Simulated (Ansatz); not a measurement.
The start is a generated cell, SnO2 placed in the AFLOW prototype AB2_hP9_162_ad_k (as in V2N). A full variable-cell relaxation at zero pressure is run with r2SCAN (plane waves to 500 eV, PAW, scalar-relativistic; Ansatz, a quantum-chemistry and plane-wave program). First-step values are on the input's coarse k-mesh.

Ansatz input (later rounds restart from its end on a renewed k-mesh):
Ansatz 0.2 input:
```yaml
crystal:
  lattice:
    - [5.0965918, 0, 0]
    - [-2.5482959, 4.413778, 0]
    - [0, 0, 4.7348447]
  atoms:
    - { symbol: O, position: [0.325, 0.325, 0.272] }
    - { symbol: O, position: [0.675, 0, 0.272] }
    - { symbol: O, position: [0, 0.675, 0.272] }
    - { symbol: O, position: [0, 0.325, 0.728] }
    - { symbol: O, position: [0.675, 0.675, 0.728] }
    - { symbol: O, position: [0.325, 0, 0.728] }
    - { symbol: Sn, position: [0, 0, 0] }
    - { symbol: Sn, position: [0.66666667, 0.33333333, 0.5] }
    - { symbol: Sn, position: [0.33333333, 0.66666667, 0.5] }
basis: { ecutwfc: 500, ecutrho_ratio: 4, xc_grid: 4, fft_grid_basis: typed }
kpoints: { mp_grid: { grid: [5, 5, 5] } }
hamiltonian:
  xc: r2scan
  dispersion: none
  pseudopotentials: { azcp: { folder: ./paw }, kind: paw }
scf: { occupations: { method: fermi_dirac, width: 0.05 } }
relax: { f_tol: 0.01, max_steps: 100, cell: { stress_tol: 0.02 } }
output: { forces: true, stress: true }
```

```json
{
  "initial_pressure": "+6.3 GPa (positive: the cell is compressed)",
  "largest_initial_force": "1.09 eV/Å, on O1, O2, O3, O4, O5, O6 (atoms numbered as listed)",
  "energy_released": "62 meV/atom",
  "Shortest distances (start → end)": "The closest pairs of elements (up to four, under 3.6 Å), start → end: O–Sn 2.03 → 2.06 Å; O–O 2.72 → 2.79 Å; Sn–Sn 2.94 → 3.04 Å",
  "band_gap_at_the_end": "1.53 eV, direct at Γ (no spin-orbit coupling)",
  "optimiser_moves": "5"
}
```

The end point of the relaxation:

Space group P-31m (No. 162); a = b = 5.2653 Å, c = 4.4424 Å, α = β = 90.00°, γ = 120.00°

```
atom  site  symmetry       x       y       z
----  ----  --------  ------  ------  ------
O       6k       ..m  0.3349  0.3349  0.2547
Sn      1a      -3.m  0.0000  0.0000  0.0000
Sn      2d       3.2  0.3333  0.6667  0.5000
```

Final values are on a 7×7×8 k-mesh of the relaxed cell. No spin polarisation in the result.

The run could not lose the symmetry of its start, so the end can be a saddle point.

The relaxed structure here is a generated cell of SnO2: the first start was made by placing the elements on the sites of a structure type, and the end was not matched to a known phase here, so it may be hypothetical. Known forms of SnO2 include space group No. 136.
